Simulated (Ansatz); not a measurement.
Below is a relaxed structure of Sr2Sb2O. The cell was found from a structure generator's guess, not taken from experiment.

Computed with DFT PBE+D3(BJ), scalar-relativistic, plane waves, PAW in Ansatz 0.2.0. Cutoff 420 eV, Γ-centred mesh, Gaussian smearing, no spin polarisation.

```
Sr Sb O
1.0
     3.95673    0.00000    0.00000
    -1.97836    3.42662    0.00000
     0.00000    0.00000    9.49224
Sr Sb O
2 2 1
Direct
  0.33333 0.66667 0.85228
  0.66667 0.33333 0.14772
  0.66667 0.33333 0.59550
  0.33333 0.66667 0.40450
  0.00000 0.00000 0.00000
```

The zero of energy is the elements' standard structures at the same level (O₂ as a molecule); no fitted shifts are applied.

Task: Find its symmetry and describe it.

Result: P-3m1 (No. 164). Conventional cell: a = 3.957 Å, c = 9.492 Å. Sr has 3 O at 2.68 Å and 3 Sb at 3.34 Å; Sb has 3 Sb at 2.92 Å and 3 Sr at 3.34 Å; around O lie 6 Sr at 2.68 Å.

Task: What is its formation energy per atom?

Result: −1.19 eV/atom. Whether it is stable depends on the other phases of the system, which aren't compared here.

Task: Is it a metal?

Result: Yes, bands cross the Fermi level on the 12×12×4 mesh.

Task: From what recipe could a structure generator have reached it?

Result: One such recipe: close-packed anion layers stacked ABC, next cell at A, with sites between them filled layer by layer (P-3m1, No. 164). Other recipes can lead to the same cell.

The last run used a 12×12×4 mesh (in the run's order of axes) for its 5-atom cell and Gaussian smearing of 0.10 eV. These runs have no spin–orbit coupling, which can matter for Sb. Symmetry constrained the relaxation, so the result can be a saddle point.
